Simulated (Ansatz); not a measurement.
Input file for Ansatz (a quantum-chemistry and plane-wave program):

Ansatz 0.2 input:
```yaml
crystal:
  lattice:
    - [0.0, 3.5461861073, 3.5461861073]
    - [3.5461861073, 0.0, 3.5461861073]
    - [3.5461861073, 3.5461861073, 0.0]
  atoms:
    - { symbol: K, position: [0.0, 0.0, 0.0] }
    - { symbol: I, position: [0.5, 0.5, 0.5] }
kpoints:
  mp_grid: { grid: [6, 6, 6] }
hamiltonian:
  xc: r2scan
  pseudopotentials: { kind: paw }
scf:
  occupations: { method: fixed }
output:
  optics: { e_range: [0.0, 15.0], de: 0.05, sigma: 0.1, bands: { spectra_wanted_up_to: 12 eV } }
```

Output (shortened):

```
output.optics: the spectra are integrated over the Brillouin zone by k·p interpolation around the k-points, where levels, occupations, output.optics.sigma and …
Pseudopotential: K, paw, valence charge 9
Pseudopotential: I, paw, valence charge 17
Functional definition: r2SCAN
Crystal: 2 atoms, lattice volume = 89.190 Å³
Basis set: ecut = 500 eV, 2229 PW (Γ), exchange–correlation on 160×160×160 points (64 copies of the dense FFT grid, shifted against one another)
Bands: 17, of which v1, the nominal top of the filled ones, is band 13 counted from 1 (12 counted from 0)
Symmetry: 48 space group operations
Space group: Fm-3m (ITA 225), of the structure as read, at distance tolerance 4.5e-5 Å
k-points: 16 of 216
SCF iter   1: F=—  HF=-9073.912567 eV  |F-HF|=—  |Δ(HF+E_count)|=         —  Δρ=2.49e-3  dr2=3.50e-3  dr2_τ=6.40e-4  ethr=1.77e-3  ⟨swp⟩=5.1  Hψ=1302  notcnv=0  defer=28
preconditioner: auto → none
SCF iter   2: F=—  HF=-9073.921281 eV  |F-HF|=—  |Δ(HF+E_count)|=   8.71e-3  Δρ=9.81e-4  dr2=3.92e-4  dr2_τ=4.12e-5  ethr=1.35e-5  ⟨swp⟩=4.0  Hψ=658  notcnv=0  defer=32
SCF iter   3: F=—  HF=-9073.921430 eV  |F-HF|=—  |Δ(HF+E_count)|=   1.49e-4  Δρ=2.31e-4  dr2=2.32e-5  dr2_τ=4.14e-6  ethr=1.51e-6  ⟨swp⟩=2.0  Hψ=514  notcnv=0  defer=30
SCF iter   4: F=—  HF=-9073.921452 eV  |F-HF|=—  |Δ(HF+E_count)|=   2.28e-5  Δρ=9.56e-5  dr2=1.38e-5  dr2_τ=5.45e-7  ethr=8.91e-8  ⟨swp⟩=2.0  Hψ=512  notcnv=0  defer=30
SCF iter   5: F=—  HF=-9073.921446 eV  |F-HF|=—  |Δ(HF+E_count)|=   6.19e-6  Δρ=1.36e-5  dr2=2.65e-7  dr2_τ=9.46e-9  ethr=5.32e-8  ⟨swp⟩=2.0  Hψ=480  notcnv=0  defer=27
SCF iter   6: F=—  HF=-9073.921446 eV  |F-HF|=—  |Δ(HF+E_count)|=   5.72e-7  Δρ=3.03e-6  dr2=1.09e-8  dr2_τ=4.43e-10  ethr=1.02e-9  ⟨swp⟩=2.0  Hψ=480  notcnv=0  defer=24
SCF iter   7: F=—  HF=-9073.921446 eV  |F-HF|=—  |Δ(HF+E_count)|=   3.35e-9  Δρ=5.74e-7  dr2=6.36e-10  dr2_τ=1.99e-11  ethr=4.18e-11  ⟨swp⟩=2.0  Hψ=480  notcnv=0  defer=23
SCF iter   8: F=—  HF=-9073.921446 eV  |F-HF|=—  |Δ(HF+E_count)|=  2.04e-10  Δρ=1.70e-7  dr2=5.24e-11  dr2_τ=1.95e-13  ethr=2.44e-12  ⟨swp⟩=3.0  Hψ=528  notcnv=0  defer=23
SCF iter   9: F=-9073.921446 eV  HF=-9073.921446 eV  |F-HF|=5.46e-12  |Δ(HF+E_count)|=  3.46e-11  Δρ=2.49e-8  dr2=1.00e-12  dr2_τ=5.25e-15  ethr=1.00e-12  ⟨swp⟩=5.9  Hψ=1226  notcnv=0
SCF 1 converged in 9 iterations: F = -9073.921446 eV  dr2 = 1.00e-12
NSCF: frozen V_eff on 16 k-points
Optics k sum: 0 of 16 k-points
Optics k sum: 1 of 16 k-points
Optics k sum: 2 of 16 k-points
Optics k sum: 3 of 16 k-points
Optics k sum: 4 of 16 k-points
Optics k sum: 5 of 16 k-points
Optics k sum: 6 of 16 k-points
Optics k sum: 7 of 16 k-points
Optics k sum: 8 of 16 k-points
Optics k sum: 9 of 16 k-points
Optics k sum: 10 of 16 k-points
Optics k sum: 11 of 16 k-points
Optics k sum: 12 of 16 k-points
Optics k sum: 13 of 16 k-points
Optics k sum: 14 of 16 k-points
Optics k sum: 15 of 16 k-points
Optics k sum: 16 of 16 k-points
Optics k sum: 0 of 16 k-points
Optics k sum: 1 of 16 k-points
Optics k sum: 2 of 16 k-points
Optics k sum: 3 of 16 k-points
Optics k sum: 4 of 16 k-points
Optics k sum: 5 of 16 k-points
Optics k sum: 6 of 16 k-points
Optics k sum: 7 of 16 k-points
Optics k sum: 8 of 16 k-points
Optics k sum: 9 of 16 k-points
Optics k sum: 10 of 16 k-points
Optics k sum: 11 of 16 k-points
Optics k sum: 12 of 16 k-points
Optics k sum: 13 of 16 k-points
Optics k sum: 14 of 16 k-points
Optics k sum: 15 of 16 k-points
Optics k sum: 16 of 16 k-points
NSCF: frozen V_eff on 1 k-points
NSCF: frozen V_eff on 1 k-points
output.optics: what the bands over the 33 summed would add to eps1, eps2 and the energy-loss function is held between a lower and an upper bound (9 Lanczos …
SCF converged after 9 iterations
Free energy (F): -9073.921446 eV
Harris-Foulkes:  -9073.921446 eV  (|F-HF|=5.46e-12)
Internal energy: -9073.921446 eV  (E = F + TS)
E sigma→0 (E₀):  -9073.921446 eV
Fermi energy:    1.836471 eV
--- Per-component energies (eV) ---
  E_band       = -545.938499
  E_kinetic    = 442.622578
  E_local      = -2841.782780  (includes V_loc(G=0)·N_el)
  E_nonlocal   = -77.390046
  E_hartree    = 1345.884581
  E_xc         = -255.012114
  E_vxc        = -326.320761  (∫ρ·V_xc dr)
  E_paw        = -5627.510618  (= ΣΔE_a)
  E_vpaw       = -454.362239  (= ΣTr[D̂ρ^β])
  E_aug_tail   = -0.000035  (compensation charges beyond the density's cutoff)
  E_vtau       = 19.525567  (kinetic-family band-sum trace: ∫τ·v_τ [+ j·A + Jᵃ·Aᵃ] dr)
  E_ewald      = -2060.609878
  E_core_change = -0.123132  (= ΣΔE_core)
  E_smearing   =  0.000000  (= −TS)
  E_closure    =  0.000000  (closes the sum)
  Σ components = -9073.921446   (vs F -9073.921446, Δ=0.00e0)
  [band-id]    e_kinetic+e_local+e_nonlocal+2·e_hartree+e_vxc+e_vpaw+e_augmentation_tail+e_vtau = -545.938555   (vs E_band -545.938499, Δ=-5.61e-5)
--- Band table (eV; the first three rows and the last of 16) ---
  k-point 0: bands = ["-41.7470", "-41.7470", "-41.7432", "-41.7432", "-41.7432", "-27.7668", "-10.4807", "-10.4807", "-10.4807", "-8.9525", "1.8365", "1.8365", "1.8365", "6.4182", "8.9032", "8.9032", "8.9032"]
  k-point 1: bands = ["-41.7470", "-41.7470", "-41.7432", "-41.7432", "-41.7432", "-27.7663", "-10.5212", "-10.4811", "-10.4811", "-8.8787", "1.4378", "1.7491", "1.7491", "7.0255", "8.7918", "9.2055", "9.2055"]
  k-point 2: bands = ["-41.7470", "-41.7470", "-41.7432", "-41.7432", "-41.7432", "-27.7654", "-10.5936", "-10.4820", "-10.4820", "-8.7376", "0.8090", "1.5861", "1.5861", "7.7209", "9.4315", "9.9380", "9.9380"]
  k-point 15: bands = ["-41.7470", "-41.7469", "-41.7432", "-41.7432", "-41.7432", "-27.7643", "-10.5226", "-10.5171", "-10.5044", "-8.7588", "0.9668", "1.2767", "1.3065", "7.9859", "8.9414", "9.7836", "10.9033"]
```

Cost: very roughly 30 core-seconds on shared cores.

The r²SCAN relaxation kept the symmetry of its start. Scalar-relativistic: spin–orbit coupling is off unless named, which matters more the heavier the elements.

Potentials: the later of the program's two PAW sets.

Ansatz is a plane-wave DFT program.
